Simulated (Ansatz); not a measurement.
## Y2LuN3 under compression: one row to predict

The structure comes from a generated guess, relaxed at this level; another structure or a mixture of phases may lie lower.

Theory: DFT PBE, scalar-relativistic, plane waves, PAW in Ansatz 0.2.0. Settings of the last relaxation (6-atom cell): 420 eV, 12×12×4 k points, Gaussian smearing of 0.01 eV, no spin polarisation.

```
Y Lu N
1.0
     3.43521    0.00000    0.00000
    -1.71761    2.97498    0.00000
     0.00000    0.00000    8.41624
Y Lu N
2 1 3
Direct
  0.33333 0.66667 0.66903
  0.66667 0.33333 0.33097
  0.00000 0.00000 0.00000
  0.33333 0.66667 0.16173
  0.66667 0.33333 0.83827
  0.00000 0.00000 0.50000
```

The cell was set to several volumes, with shape and atoms relaxed at each where symmetry leaves them free. Pressure is positive in compression, and energies count from the lowest row.

| row | V (Å³/atom) | P (GPa) | ΔE (meV/atom) | gap on mesh (eV) |
| --- | --- | --- | --- | --- |
| 1 | 12.615 | 27.05 | 130.1 | 0.00 |
| 2 | 13.045 | ? | ? | ? |
| 3 | 13.475 | 11.40 | 29.0 | 0.00 |
| 4 | 13.905 | 5.28 | 6.9 | 0.03 |
| 5 | 14.335 | -0.01 | 0.0 | 0.11 |
| 6 | 14.765 | -4.53 | 6.2 | 0.17 |
| 7 | 15.195 | -8.41 | 23.8 | 0.23 |
| 8 | 15.769 | -12.72 | 61.9 | 0.30 |

**Question.** Find B = −V·ΔP/ΔV from rows 4 and 6 and from rows 1 and 3, and from the two its slope B′ and its value B0 at zero pressure.

**Answer.** Rows 4 and 6 give −(13.905 + 14.765)/2 × (-4.53 − (5.28))/(14.765 − 13.905) = 163.5 GPa at a mean pressure of 0.38 GPa. Rows 1 and 3 give −(12.615 + 13.475)/2 × (11.40 − (27.05))/(13.475 − 12.615) = 237.4 GPa at a mean pressure of 19.23 GPa. So B′ = (237.4 − 163.5)/(19.23 − (0.38)) = 3.92 and B0 = 163.5 − 3.92 × (0.38) = 162.0 GPa. A third-order Birch–Murnaghan fit to all the energies gives B0 = 162.6 GPa and B′ = 4.1.

**Question.** Estimate the pressure and energy of row 2.

**Answer.** From row 5, V0 = 14.335 × (1 + (-0.01)/162.0) = 14.334 Å³/atom. Murnaghan's form P = (B0/B′)·[(V0/V)^B′ − 1] gives (162.0/3.92) × [(14.334/13.045)^3.92 − 1] = 18.47 GPa; the computed pressure is 18.61 GPa, so the estimate is off by -0.14 GPa. The work of compression from row 3, with the mean of the two pressures, gives ΔE = 29.0 + (18.47 + 11.40)/2 × (13.475 − 13.045)/160.2 × 1000 = 69.1 meV/atom (1 eV/Å³ = 160.2 GPa); the computed value is 69.1 meV/atom. It has no gap on its mesh.

Kohn–Sham gaps at this level usually fall short of measured ones. Small gaps are read on the mesh alone, and bands can cross between its points. All volumes keep the k mesh of the relaxed cell. A later test with randomly moved atoms came back to the same energy, though modes that don't fit the test's cell weren't probed.
